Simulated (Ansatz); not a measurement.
# How much do the gradients of CsAlF4 depend on the method?

Cell: a structure deposited in the COD, ions relaxed with PBE at fixed cell.

Space group P-62m (No. 189); a = 9.5000, c = 3.7130 Å, γ = 120.00°.

| site | Wyckoff | site symmetry | x | y | z |
| --- | --- | --- | --- | --- | --- |
| Cs | 3g | m2m | 0.5685 | 0.0000 | 0.5000 |
| Al | 3f | m2m | 0.2190 | 0.0000 | 0.0000 |
| F7 | 6j | m.. | 0.4245 | 0.1585 | 0.0000 |
| F13 | 3g | m2m | 0.2104 | 0.0000 | 0.5000 |
| F16 | 3f | m2m | 0.8439 | 0.0000 | 0.0000 |

One atom of each set is listed.

First run. Method: Kohn–Sham DFT in Ansatz, PBE, plane waves and PAW, scalar-relativistic, 420 eV cutoff, Γ-centred 3×3×7 k-points, Fermi–Dirac smearing 0.02 eV.

| site | V_zz (10²¹ V/m²) | η |
| --- | --- | --- |
| Cs | 4.50 | 0.94 |
| Al | 1.61 | 0.28 |
| F7 | 6.28 | 0.07 |
| F13 | 12.11 | 0.02 |
| F16 | 11.01 | 0.15 |

Second run. The same atoms and settings, except that spin–orbit coupling is included (fully relativistic PAW files).

(1) What does the second run give?

Results:

(1) 

| site | V_zz | η | change of V_zz |
| --- | --- | --- | --- |
| Cs | 4.51 | 0.94 | +0.01 |
| Al | 1.61 | 0.28 | 0.00 |
| F7 | 6.28 | 0.07 | 0.00 |
| F13 | 12.11 | 0.02 | 0.00 |
| F16 | 11.01 | 0.15 | 0.00 |

No V_zz moves by more than 0.01.
